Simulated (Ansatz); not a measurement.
A geometry of BaTiO3 away from equilibrium: the start of the relaxation of a relaxed BaTiO3 cell, doubled along one cell vector, shaken by Gaussian noise of σ = 0.08 Å a coordinate. The numbers are results of r2SCAN (plane waves to 500 eV, PAW, scalar-relativistic; Ansatz, a first-principles code), not measurements. Γ-centred k-mesh 3×6×6 on the run's cell (coarser than for final values), Fermi–Dirac smearing 0.05 eV.

```xyz
10
Lattice="5.6803 3.2795 4.6629 -2.8402 1.6398 2.3315 0.0000 -3.2795 2.3315" Properties=species:S:1:pos:R:3 pbc="T T T"
O      1.3498    -0.8281     4.2287
O      4.1960     0.8138     6.6543
O      0.0224     1.5522     4.2756
O      2.9365     3.3340     6.5780
O     -1.3514    -0.6940     4.2707
O      1.4044     0.6899     6.6069
Ti    -0.0902     0.0670     5.5524
Ti     2.9156     1.6300     7.9056
Ba    -0.0804    -0.0249     2.0259
Ba     2.8497     1.6801     4.2767
```

Q: Which atoms carry the largest force, and which way does it point?

A: 2.87 eV/Å, on O5 (atoms numbered as listed); on O5 its components are (-2.11, -1.75, -0.85).

Q: What is the pressure?

A: -1.3 GPa, compression positive.

No spin polarisation in the result.

Of the parent cell (R3m (No. 160)): The first start was generated by placing the elements on the sites of a structure type. A measured structure of BaTiO3 has the same space group, R3m (No. 160); the sites were not compared with it. Another known form has space group No. 99.

The end of the path is a generated cell of BaTiO3: the first start was made by placing the elements on the sites of a structure type, and the end was not matched to a known phase here, so it may be hypothetical. Known forms of BaTiO3 include space group No. 99, 221.
